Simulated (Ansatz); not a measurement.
NiGePd in space group P4/nmm (No. 129; Ni on 2a, Ge on 2c, Pd on 2c), r²SCAN in the plane-wave PAW code Ansatz, all energies at zero smearing, with the estimated change up to a 700 eV cutoff added, with one set of potentials and settings (totals compare only within such a set). Cell of 6 atoms (2 Ni, 2 Ge, 2 Pd): -34270.529 eV.

```csv
element,reference phase,E (eV/atom)
Ni,"Fm-3m, 1 atoms in the cell, spin-polarised",-5845.2912
Ge,"Fd-3m, 2 atoms in the cell",-4302.9041
Pd,"Fm-3m, 1 atoms in the cell",-6985.7456
```

Formation energy per atom, worked out: (-34270.529 − 2×(-5845.2912) − 2×(-4302.9041) − 2×(-6985.7456))/6 = -0.441 eV/atom (-43 kJ per mol of atoms), at 0 K, without zero-point energy or fitted corrections.

The first step of the workflow began from a Materials Project structure, measured or hypothetical; the Crystallography Open Database copy checked does not list it. Its standing as an ambient phase is unchecked. The r²SCAN relaxation kept the symmetry of its start; whether a distortion lowers the energy is not shown. The run is not spin-polarised. The references are the lowest solids computed at this level, not always the standard phases.

Potentials: the later of the program's two PAW sets.
